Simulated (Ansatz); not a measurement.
Nb (bcc (W type), Im-3m) at seven volumes, plane-wave PAW r²SCAN+D4 (Ansatz code), scaled uniformly. One row is withheld.

```csv
V (Å³/atom),P (GPa)
16.300,19.49
16.837,12.04
17.375,5.60
17.912,-0.01
18.449,-4.87
18.987,?
19.524,-12.79
```

Task: Fit the shown pressures and predict the withheld one.

Result: P = (3/2)B₀(x^(7/2) − x^(5/2))[1 + (3/4)(B′ − 4)(x − 1)] with x = (V₀/V)^(2/3). Least squares on the six rows gives V₀ = 17.911 Å³/atom, B₀ = 174 GPa, B′ = 3.68. At V = 18.987, x = 0.9619 and P = -9.12 GPa. The run itself gave -9.10 GPa.

The r²SCAN+D4 relaxation kept the symmetry of its start. No spin polarisation was allowed. The pairwise dispersion correction was not fitted to metals.

Potentials: the later of the program's two PAW sets.
